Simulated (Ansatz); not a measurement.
TiSi:
```yaml
crystal:
  lattice:
    - [3.09937, 0.00000, 0.00000]
    - [0.00000, 3.09937, 0.00000]
    - [0.00000, 0.00000, 3.09937]
  atoms:
    - { symbol: Ti, position: [0.00000, 0.00000, 0.00000] }
    - { symbol: Si, position: [0.50000, 0.50000, 0.50000] }
```

Relaxed with r²SCAN. Special points in fractions of this cell's reciprocal vectors: Γ (0.000, 0.000, 0.000); X (0.000, 0.500, 0.000); M (0.500, 0.500, 0.000); R (0.500, 0.500, 0.500).

Problem. List the band energies nearest the Fermi level at these points for plane-wave PAW r²SCAN (Ansatz code).

Solution. In eV from the Fermi level; about four levels below and three above (degenerate sets whole), none deeper than 8.9 eV; points with the same levels are listed once.

```json
[
 {"k": "Γ", "below": "-1.75 -1.75", "above": "2.24 2.24 2.24"},
 {"k": "X", "below": "-6.76 -0.58 -0.33 -0.33", "above": "2.52 3.36 6.17"},
 {"k": "M", "below": "-7.88 -3.86 -3.86 -1.68", "above": "0.89 0.89 3.24"},
 {"k": "R", "below": "-4.61 -4.61 -4.61 -3.58", "above": "2.94 2.94 2.94"}
]
```

Space group Pm-3m (CsCl type). A made-up cell: these elements were put on the sites of a structure type; neither database checked (COD, Materials Project) lists it. COD files the formula under space group No. 25, so this cell is another polymorph or a model. Whether it is the stable phase at ambient conditions was not checked. Symmetry was held in the r²SCAN relaxation. At this level the phase is mechanically unstable. The run is not spin-polarised.

Potentials: the later of the program's two PAW sets.
